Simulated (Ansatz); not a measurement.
A relaxed cell of HfNbTe4 is given with its symmetry left out. The cell was found from a structure generator's guess, not taken from experiment.

All numbers below come from DFT PBE, scalar-relativistic, plane waves, PAW in Ansatz. Cutoff 420 eV, Γ-centred mesh, Gaussian smearing, no spin polarisation.

```xyz
6
Lattice="3.8222 0.0000 0.0000 -1.9111 3.3101 0.0000 0.0000 0.0000 14.3161" Properties=species:S:1:pos:R:3 pbc="T T T"
Hf    0.0000    0.0000    7.1580
Nb    0.0000    0.0000    0.0000
Te    1.9111    1.1034    9.0000
Te    1.9111    1.1034    1.7830
Te    0.0000    2.2068   12.5331
Te    0.0000    2.2068    5.3161
```

Energies over the elements count from the elements' standard structures at the same level, with no fitted energy shifts.

Task: Find its symmetry and describe it.

Result: P-3m1 (No. 164), with Hf and Nb ordered on cadmium iodide sites. Conventional cell: a = 3.822 Å, c = 14.316 Å. Hf has 6 Te at 2.87 Å; around Nb lie 6 Te at 2.84 Å; around Te on its first site lie 3 Hf at 2.87 Å; around Te on its second site lie 3 Nb at 2.84 Å.

Task: How far does it lie from the elements in energy?

Result: −0.60 eV/atom. Whether it is stable depends on the other phases of the system, which aren't compared here.

Task: Is it a metal?

Result: Yes, bands cross the Fermi level on the 12×12×4 mesh.

The last run used a 12×12×4 mesh (in the run's order of axes) for its 6-atom cell and Gaussian smearing of 0.10 eV. No dispersion correction is applied, so the spacing and binding between layers, chains or molecules are poorly described. Spin–orbit coupling, which can matter for Hf and Te, is left out. The reference form of Te is held partly by dispersion forces, which this level lacks. A later test with randomly moved atoms came back to the same energy, though modes that don't fit the test's cell weren't probed.
